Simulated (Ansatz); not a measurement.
CaPtN$_{6}$: reading a single point

```xyz
8
Lattice="2.4940 4.3197 0.0000 -2.4940 4.3197 0.0000 -2.4940 1.4399 4.6740" Properties=species:S:1:pos:R:3 pbc="T T T"
Ca    0.0000    2.8798    2.3370
N    -3.4591    5.8676    3.6924
N    -0.8579    7.0295    3.6924
N    -0.6709    4.3816    3.6924
N     0.9652    4.2117    0.9815
N    -1.6360    3.0497    0.9815
N    -1.8231    5.6976    0.9815
Pt    0.0000    0.0000    0.0000
```

Single point in Ansatz 0.2.0 with r2SCAN, no spin polarisation. Cutoff 500 eV, PAW datasets, 6×6×6 Γ-centred k mesh, fermi-dirac filling (width 0.1 eV).

**Question.** Where is the largest force?

**Answer.** The largest is on N4 (and as large on other atoms): 2.38 eV/Å, components (-1.95, -1.18, -0.69). It makes 146° with the line to a nearest neighbour, Pt8 at 1.82 Å, pointing away from it.

**Question.** What does the stress say?

**Answer.** The pressure is 30.9 GPa (compression positive), so with the atoms held at these fractions the cell would first expand; the forces are large, so a full relaxation may end otherwise. The principal stresses 28.5, 28.5, 35.7 GPa differ, so its shape would change too.

**Question.** What is the formation energy?

**Answer.** 2.87 eV an atom against the elements' usual phases (free molecules for gases, crystals otherwise, with no correction for O₂ or N₂), so at this geometry it isn't bound against them. Relaxing would lower it.

**Question.** What do density and ELF say about some of the short contacts?

**Answer.** N–Pt at 1.82 Å: least valence density 1.52 e/Å³ and ELF 0.46 there. Ca–N at 2.13 Å: least valence density 0.48 e/Å³ and ELF 0.17 there. These are pseudo-fields; inside the PAW spheres they differ from the all-electron ones.

**Question.** Is there a gap?

**Answer.** It is a metal, with about 6.8 states/eV a cell as the mean within 0.25 eV of the Fermi level, mostly N p (93 %).

Origin: a known structure type with other elements, at an estimated volume, so it need not be a known compound. Caveats: many states at the Fermi level without spin polarisation, so a magnetic state may lie lower; atoms or cell far from equilibrium.
